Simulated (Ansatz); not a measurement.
Hf3Rh5:
```xyz
16
Lattice="5.5441 0.0000 0.0000 0.0000 10.8039 0.0000 0.0000 0.0000 4.2314" Properties=species:S:1:pos:R:3 pbc="T T T"
Rh     1.7468     4.2377     2.1157
Rh     3.7973     6.5662     2.1157
Rh     4.5189     1.1642     2.1157
Rh     1.0252     9.6396     2.1157
Hf     0.0000     0.0000     0.0000
Hf     2.7721     5.4019     0.0000
Hf     1.8850     1.5702     2.1157
Hf     3.6591     9.2336     2.1157
Hf     4.6571     3.8317     2.1157
Hf     0.8870     6.9722     2.1157
Rh     0.0000     5.4019     0.0000
Rh     2.7721     0.0000     0.0000
Rh     0.5292     2.6339     0.0000
Rh     5.0149     8.1700     0.0000
Rh     3.3013     2.7681     0.0000
Rh     2.2428     8.0358     0.0000
```

Relaxed with PBEsol. Special points in fractions of this cell's reciprocal vectors: Γ (0.000, 0.000, 0.000); X (0.500, 0.000, 0.000); S (0.500, 0.500, 0.000); Y (0.000, 0.500, 0.000); Z (0.000, 0.000, 0.500); U (0.500, 0.000, 0.500); R (0.500, 0.500, 0.500); T (0.000, 0.500, 0.500).

Question: List the band energies nearest the Fermi level at these points for plane-wave PAW PBEsol (Ansatz code).

Answer: In eV from the Fermi level; about four levels below and three above (degenerate sets whole), none deeper than 8.9 eV; points with the same levels are listed once.

```csv
k,below,above
Γ,-0.29 -0.14 -0.09 -0.02,0.04 0.31 0.97
X,-0.18 -0.18 -0.12 -0.12,0.29 0.29 1.12 1.12
S,-0.74 -0.74 -0.09 -0.09,0.14 0.14 0.34 0.34
Y,-0.65 -0.65 -0.27 -0.27,0.65 0.65 1.00 1.00
Z,-0.59 -0.48 -0.16 -0.02,0.94 0.98 1.04
U,-0.95 -0.95 -0.67 -0.67,0.77 0.77 0.90 0.90
R,-0.85 -0.85 -0.25 -0.25,0.56 0.56 0.93 0.93
T,-0.01 -0.01 -0.01 -0.01,1.07 1.07 1.47 1.47
```

Space group Pbam. The workflow started from an entry of the Crystallography Open Database (COD). Whether it is the stable phase at ambient conditions was not checked. The cell was relaxed with PBEsol under the symmetry of its start; its stability against distortions is not shown here. The run is not spin-polarised. Spin–orbit coupling is left out wherever it is not named.

Potentials: the later of the program's two PAW sets.
